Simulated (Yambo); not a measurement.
Yambo run on SrAgSF (space group P4/nmm, No. 129). The wavefunctions come from this Quantum ESPRESSO step (LDA, PseudoDojo standard norm-conserving files, scalar-relativistic):

```
&CONTROL
  calculation = 'nscf'
  pseudo_dir = './pseudo'
  outdir = './out'
/
&SYSTEM
  ibrav = 0
  nat = 8
  ntyp = 4
  ecutwfc = 86.0
  ecutrho = 344.0
  occupations = 'fixed'
  force_symmorphic = .true.
  nbnd = 182
/
&ELECTRONS
  conv_thr = 8e-09
  diago_full_acc = .true.
  diago_thr_init = 1e-08
/
ATOMIC_SPECIES
F 18.9984 F.upf
S 32.0600 S.upf
Sr 87.6200 Sr.upf
Ag 107.8682 Ag.upf
CELL_PARAMETERS angstrom
  4.108630000000   0.000000000000   0.000000000000
  0.000000000000   4.108630000000   0.000000000000
  0.000000000000   0.000000000000   9.130100000000
ATOMIC_POSITIONS crystal
F   0.500000000000   0.500000000000   0.000000000000
F   0.000000000000   0.000000000000   0.000000000000
S   0.000000000000   0.500000000000   0.308290000000
S   0.500000000000   0.000000000000   0.691710000000
Sr   0.000000000000   0.500000000000   0.843940000000
Sr   0.500000000000   0.000000000000   0.156060000000
Ag   0.500000000000   0.500000000000   0.500000000000
Ag   0.000000000000   0.000000000000   0.500000000000
K_POINTS automatic
4 4 1 0 0 0
```

Yambo input:

```
rim_cut
gw0
dyson
el_el_corr
HF_and_locXC
ppa
em1d
RandQpts= 1000000
RandGvec= 1 Ry
EXXRLvcs= 86 Ry
VXCRLvcs= 344 Ry
Chimod= "HARTREE"
% BndsRnXp
 9 | 181 |
%
NGsBlkXp= 6 Ry
% LongDrXp
 1.0 | 1.0 | 1.0 |
%
PPAPntXp= 27.2114 eV
% GbndRnge
 1 | 181 |
%
GTermKind= "BG"
DysSolver= "n"
ExtendOut
% QPkrange
 1 | 1 | 42 | 43 |
 6 | 6 | 42 | 43 |
%
```

k points by index: 1 = Γ, 6 = M.

Resulting energies as the program prints them:

```
#    K-point    Band    Eo [eV]    E [eV]    E-Eo [eV]    Vxc [eV]    Vnlxc [eV]    Sc|Eo [eV]    Sc|E [eV]    dSc/dw|Eo [eV]    Re(Z)    Im(Z)
#
    1    42    0.000000    -0.616245    -0.616245    -16.38593    -19.70757    2.535467    2.705393    -7.501311    0.783897    -0.002068
    1    43    1.013720    1.605868    0.592148    -11.25012    -7.087587    -3.435269    -3.570387    -6.208067    0.814236    -0.001364
    6    42    -1.192181    -1.848250    -0.656069    -21.64806    -26.71569    4.217155    4.411562    -8.047712    0.771658    -0.008660
    6    43    3.276006    3.932480    0.656474    -12.87216    -8.733304    -3.346641    -3.482382    -5.622688    0.828733    -0.004205
```
(The two width columns are left out.) Convergence of these settings isn't established.

Spin-orbit coupling is not included.

Geometry of the Materials Project entry, not relaxed at this level.

The structure is a Materials Project entry; no match was found in the copy of COD used, and its stability was not checked.
